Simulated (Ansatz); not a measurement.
### Question
Name crystals whose computed values (LDA in the plane-wave PAW code Ansatz) fall in these windows: gap (eV) 0.12 to 0.15; HSE06 gap (eV) 0.48 to 0.57.

### Answer


| crystal | gap (eV) | HSE06 gap (eV) |
|---|---|---|
| La2GeI2, P-3m1 (La on 2d, Ge on 1b, I on 2d) | 0.14 | 0.52 |
Others may fit too.

Standing as an ambient phase not checked: La2GeI2, P-3m1 (La on 2d, Ge on 1b, I on 2d). Weakly bound layers, chains or molecules computed without a dispersion correction, so cells and soft constants are ill determined: La2GeI2, P-3m1 (La on 2d, Ge on 1b, I on 2d). The cell was relaxed under the symmetry of its start. Scalar-relativistic: spin–orbit coupling is off unless named, which matters more the heavier the elements.

Potentials: the later of the program's two PAW sets.
